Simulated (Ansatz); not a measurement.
The start is a relaxed Nb cell displaced along its unstable phonon at q = (½, 0, 0) of its primitive reciprocal cell (115i cm⁻¹), largest move 0.15 Å. The structure is fully relaxed (lattice and positions, P = 0) with PBE (plane waves to 420 eV, PAW, scalar-relativistic; Ansatz, a program for electronic structure). The first steps use a coarse 13×13×12 k-mesh.

Initial structure:
```yaml
crystal:
  lattice:
    - [5.73567, 0.00000, 0.00000]
    - [-1.43392, 2.48362, 0.00000]
    - [0.00000, 0.00000, 2.72308]
  atoms:
    - { symbol: Nb, position: [0.00000, 0.00000, 0.05508] }
    - { symbol: Nb, position: [0.50000, 0.00000, 0.94492] }
```

### Question
Which atoms feel the largest initial force, and how large is it?

### Answer
0.63 eV/Å, on Nb1, Nb2 (atoms numbered as listed).

### Question
How much energy is released per atom?

### Answer
0.42 eV/atom.

### Question
How does the volume per atom move from start to end?

### Answer
-4.7 %, from 19.40 to 18.47 Å³/atom.

### Question
Does it find its way back to the structure it was made from?

### Answer
It does not go back: it reaches I4/mmm (No. 139), 0.47 eV/atom below the parent.

### Question
How do the shortest distances between atoms change?

### Answer
The closest pairs of elements (up to four, under 3.6 Å), start → end: Nb–Nb 2.72 → 2.74 Å.

### Question
Is the relaxed structure metallic? Give its gap.

### Answer
Zero (metallic).

Final values are on a 24×24×24 k-mesh of the relaxed cell. No spin polarisation in the result.

The run could not lose the symmetry of its start, so the end can be a saddle point.

The relaxed structure here is a generated cell of Nb: the first start was made by placing the elements on the sites of a structure type, and the end was not matched to a known phase here, so it may be hypothetical. Known forms of Nb include space group No. 229.
